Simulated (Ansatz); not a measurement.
YN (rock salt, Fm-3m), DFT-r²SCAN in the program Ansatz with PAW potentials. The conduction-band minimum lies at X, with 3 equivalent valleys. Second derivatives d²E/dk² of the lowest band at one valley (eV·Å²), along Cartesian directions:

```tsv
direction	d²E/dk²
[100]	6.027
[010]	51.66
[001]	51.66
[110]	28.88
[101]	28.88
[011]	51.62
```

### Question
Find the principal effective masses, the density-of-states mass and the conductivity mass.

### Answer
Off-diagonal terms follow from H_xy = H[110] − (H_xx + H_yy)/2, and m*/mₑ = 7.620 eV·Å² over each eigenvalue: 0.15, 0.15, 1.3. One valley's DOS mass (m₁m₂m₃)^(1/3) = 0.30, conductivity mass 3/(Σ 1/mᵢ) = 0.21 mₑ.

### Question
What effective density of states Nc follows at 300 K for parabolic valleys?

### Answer
Nc = 2.509e19 × 3 × (0.30)^(3/2) ≈ 1.2e19 cm⁻³.

Symmetry was held in the r²SCAN relaxation. No spin polarisation was allowed. Scalar-relativistic: spin–orbit coupling is off unless named, which matters more the heavier the elements.

Potentials: the later of the program's two PAW sets.

Edges and masses are those of Kohn–Sham bands, whose gap is no quasiparticle gap.
